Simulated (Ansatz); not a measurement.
# Al$_{3}$Cu: a fit and a missing row

Al$_{3}$Cu, Pm-3m, a = 3.892 Å. The structure is a Materials Project entry; whether it is the stable form wasn't checked. Ansatz: PBEsol, PAW, 420 eV, Γ-centred 12×12×12 mesh on 4 atoms, Gaussian smearing 0.10 eV; no spin polarisation. Symmetry fixes shape and atoms, so the cell is only scaled; pressure is positive in compression.

| V (Å³/atom) | P (GPa) |
| --- | --- |
| 13.858 | 7.13 |
| 14.300 | 3.27 |
| 14.743 | -0.02 |
| 15.185 | -2.82 |
| 15.627 | ? |

Problem. Take V0 = 14.743 Å³/atom, count pressures from its P0 = -0.02 GPa, fit the third-order Birch–Murnaghan form to the other rows, and predict the missing pressure.

Solution. With the Eulerian strain f = ½[(V0/V)^(2/3) − 1] and y = (P − P0)/[3f(1 + 2f)^(5/2)], the form is the line y = B0 + 1.5 B0 (B0′ − 4) f. Rows (f, y): 0.02107, 102.0; 0.01027, 101.5; -0.00975, 100.6. Means f = 0.007197, y = 101.37; Σ(Δf)² = 0.0004891, ΣΔfΔy = 0.02219; the slope is their ratio. y = 101.0 + 45.37 f GPa, so B0 = 101.0 GPa and B0′ = 4 + 2 × (45.37)/(3 × 101.0) = 4.30. At V = 15.627, f = -0.01904, y = 100.14 and P = -5.21 GPa. The run gave -5.21 GPa, the same to the digits shown. The form still works here, 33 % of the fitted range beyond its end.